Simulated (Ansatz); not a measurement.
## Profile along the P–Ga line in GaP (zinc blende)

GaP (zinc blende)

Space group F-43m (No. 216); a = b = c = 5.4514 Å, α = β = γ = 90.00°

```tsv
atom	site	symmetry	x	y	z
P	4c	-43m	0.2500	0.2500	0.2500
Ga	4a	-43m	0.0000	0.0000	0.0000
```
(The calculation used a cell of 2 atoms; values per cell refer to that cell.)

Fields along a shortest P–Ga line of a {110} plane (2.36 Å), from P to Ga, interpolated on the slice's grid (step about 0.2 Å). Method: r2SCAN (plane waves to 500 eV, PAW, scalar-relativistic; Ansatz, a quantum-chemistry and plane-wave program). k mesh 10×10×10. Near the nuclei the fields are pseudised (PAW); where an atom keeps semicore shells as valence, they peak there. GaP was relaxed with its symmetry unable to fall.

```json
[
 {"distance from P (Å)": "0.00", "valence electron density (e/Å³)": "0.03", "electron localisation function": "x"},
 {"distance from P (Å)": "0.24", "valence electron density (e/Å³)": "0.15", "electron localisation function": "x"},
 {"distance from P (Å)": "0.47", "valence electron density (e/Å³)": "0.58", "electron localisation function": "x"},
 {"distance from P (Å)": "0.71", "valence electron density (e/Å³)": "0.80", "electron localisation function": "0.90"},
 {"distance from P (Å)": "0.94", "valence electron density (e/Å³)": "0.71", "electron localisation function": "0.92"},
 {"distance from P (Å)": "1.18", "valence electron density (e/Å³)": "0.56", "electron localisation function": "0.78"},
 {"distance from P (Å)": "1.42", "valence electron density (e/Å³)": "0.57", "electron localisation function": "0.40"},
 {"distance from P (Å)": "1.65", "valence electron density (e/Å³)": "1.05", "electron localisation function": "0.21"},
 {"distance from P (Å)": "1.89", "valence electron density (e/Å³)": "5.36", "electron localisation function": "x"},
 {"distance from P (Å)": "2.12", "valence electron density (e/Å³)": "28.37", "electron localisation function": "x"},
 {"distance from P (Å)": "2.36", "valence electron density (e/Å³)": "45.55", "electron localisation function": "x"}
]
```

x: too close to a nucleus for the ELF to mean much.

Density on the P–Ga line (2.36 Å) at its density minimum, 1.3 Å from P: 0.54 e/Å³. ELF at that point: 0.6. ELF maximum in the middle third of the P–Ga line: 0.92, 0.9 Å from P.
